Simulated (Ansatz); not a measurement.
Hf3N2: do energies and stresses tell the same story?

Computed with DFT PBEsol, scalar-relativistic, plane waves, PAW (Ansatz 0.2.0).

Settings: cutoff 420 eV, Γ-centred mesh 12×12×12 on the computed 5-atom cell, Gaussian smearing of 0.10 eV; no spin polarisation.

Relaxed cell: R-3m, a = 3.193 Å, b = 3.193 Å, c = 23.125 Å, α = 90.00°, β = 90.00°, γ = 120.00°, 5 atoms in the primitive cell. Whether it is the stable form of this composition wasn't checked.

Energies at zero smearing and pressures from the stress tensor, at volumes with shape and atoms relaxed:
```csv
V (Å³/atom),E − E(first) (meV/atom),P (GPa)
12.798,0.00,15.53
13.206,-28.81,7.19
13.615,-37.75,-0.02
14.023,-29.58,-6.21
14.432,-6.75,-11.52
```

Question: Check P = −dE/dV between neighbouring volumes, and get the bulk modulus from the pressures alone.

Answer: With 1 eV/Å³ = 160.2 GPa:
```tsv
middle V (Å³/atom)	−ΔE/ΔV (GPa)	mean P (GPa)
13.002	11.300	11.362
13.410	3.508	3.586
13.819	-3.203	-3.114
14.227	-8.955	-8.863
```

The two differ by 0.09 GPa at most. The mean of two end pressures misses the average over a step by about ΔV² P″/12, up to 0.10 GPa here; with that taken off 0.04 GPa remains. The stress is the derivative of the free energy, not of the energy at zero smearing, and with free energies 0.01 GPa remains. Around V = 13.615 Å³/atom, the two neighbours give B = −V ΔP/ΔV = 13.615 × 13.40 / 0.817 = 223.3 GPa, against B0 = 223.0 GPa from the Birch–Murnaghan fit of the energies.

Spin–orbit coupling is left out, which can shift energies with elements as heavy as these.